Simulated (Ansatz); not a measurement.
## InGa2N3: the gap under pressure

InGa2N3, Cmc2_1, a = 10.021 Å, b = 5.780 Å, c = 5.398 Å. The structure is a Materials Project entry; whether it is the stable form wasn't checked. Ansatz: PBE, PAW, 420 eV, Γ-centred 6×6×6 mesh on 12 atoms, Gaussian smearing 0.02 eV; no spin polarisation. Cell and atoms are relaxed at each pressure, and no other structure is tried, so the rows at high pressure may lie past a change of phase. The gap is sought over the whole zone. The pressures are the targets, met within 0.02 GPa.

```
P (GPa) gap y (eV)
   -1.0       0.840
    0.0       0.875
    1.0       0.908
    4.0           ?
   12.0       1.211
   25.0       1.484
```

Problem. Fit y = E0 + αP + βP² to the other rows and predict the missing gap.

Solution. Least squares on the rows shown. y = 0.8743 + 0.03157 P − 0.0002878 P². So α = 31.6 meV/GPa at zero pressure. With a term in P³ added, the coefficient of P becomes 0.03401, 8 % more, which shows how far this figure hangs on the form. At P = 4.0 the fit asked for gives 0.996 eV. The run gave 0.999 eV, so the fit is 0.003 eV too low, within twice the rms miss on the fitted rows (0.002 eV).

Semilocal functionals give gaps under the measured ones; changes of the gap mostly carry over better.